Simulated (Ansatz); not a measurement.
A relaxed structure of AlN. Space group P6₃mc (No. 186), AFLOW prototype AB_hP8_186_ab_ab (B5, as in SiC). All values below come from PBEsol (plane waves to 420 eV, PAW, scalar-relativistic; Ansatz, an electronic-structure program).

```cif
data_Al4N4
_chemical_formula_sum 'Al4 N4'
_space_group_name_H-M_alt 'P63mc'
_space_group_IT_number 186
_space_group_name_Hall 'P 6c -2c'
_cell_length_a 3.10336
_cell_length_b 3.10336
_cell_length_c 10.04914
_cell_angle_alpha 90.000
_cell_angle_beta 90.000
_cell_angle_gamma 120.000
loop_
_atom_site_label
_atom_site_type_symbol
_atom_site_symmetry_multiplicity
_atom_site_Wyckoff_symbol
_atom_site_fract_x
_atom_site_fract_y
_atom_site_fract_z
_atom_site_occupancy
Al1 Al 2 a 0.00000 0.00000 0.00146 1
Al2 Al 2 b 0.66667 0.33333 0.25035 1
N1 N 2 a 0.00000 0.00000 0.31191 1
N2 N 2 b 0.66667 0.33333 0.06190 1
```

Task: Estimate the band gap that PBEsol returns for this input.

Result: 3.90 eV, indirect (valence top at Γ, conduction bottom at M) (no spin-orbit coupling).

Task: What smallest direct gap does PBEsol give?

Result: 4.08 eV at Γ.

No spin polarisation in the result.

The run could not lose the symmetry of its start; a randomly shaken copy of 8 atoms returns to this structure.

The first start was generated by placing the elements on the sites of a structure type. A measured structure of AlN has the same space group, P6₃mc (No. 186); the sites were not compared with it.
